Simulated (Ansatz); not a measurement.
Structure relaxation, Si₂Ni

The start is a relaxed Si2Ni cell with one Ni and one Si atom exchanged in a cell of 6 atoms. The cell and all atomic positions are relaxed at zero pressure with PBE (plane waves to 420 eV, PAW, scalar-relativistic; Ansatz, an electronic-structure program). The first steps use a coarse 7×7×7 k-mesh.

Starting cell:
```
CELL_PARAMETERS angstrom
      0.00000     5.44406     5.44406
      2.72203     0.00000     2.72203
      2.72203     2.72203     0.00000
ATOMIC_POSITIONS crystal
  Si 0.00000 0.00000 0.00000
  Ni 0.50000 0.00000 0.00000
  Si 0.12500 0.25000 0.25000
  Si 0.62500 0.25000 0.25000
  Ni 0.37500 0.75000 0.75000
  Si 0.87500 0.75000 0.75000
```

- Initial pressure: +7 GPa (positive: the cell is compressed)
- Largest initial force: about 1.9 eV/Å, on Si4 (atoms numbered as listed)
- Energy released: 0.24 eV/atom
- Volume change: +10.0 %, from 13.45 to 14.79 Å³/atom
- Shortest distances (start → end): The closest pairs of elements (up to four, under 3.6 Å), start → end: Ni–Si 2.36 → 2.20 Å; Si–Si 2.36 → 2.46 Å; Ni–Ni 2.36 → 2.61 Å
- Band gap at the end: zero (metallic)
- Optimiser moves: 16

Final structure:

Space group R3m, hexagonal axes (No. 160); a = b = 3.8083 Å, c = 21.1972 Å, α = β = 90.00°, γ = 120.00°

```
atom  site  symmetry       x       y       z
----  ----  --------  ------  ------  ------
Si      3a        3m  0.0000  0.0000  0.9958
Ni      3a        3m  0.0000  0.0000  0.4863
Si      3a        3m  0.0000  0.0000  0.5945
Si      3a        3m  0.0000  0.0000  0.1563
Ni      3a        3m  0.0000  0.0000  0.8862
Si      3a        3m  0.0000  0.0000  0.3809
```
(The calculation used a cell of 6 atoms; values per cell refer to that cell.)

Final values are on a 14×14×14 k-mesh of the relaxed cell. No spin polarisation in the result. A magnetic state may lie lower.

The run could not lose the symmetry of its start: the end is stationary, and may be a saddle point rather than a minimum.

The relaxed structure here is a generated cell of Si2Ni: the first start was made by placing the elements on the sites of a structure type, and the end was not matched to a known phase here, so it may be hypothetical. Known forms of Si2Ni include space group No. 225.
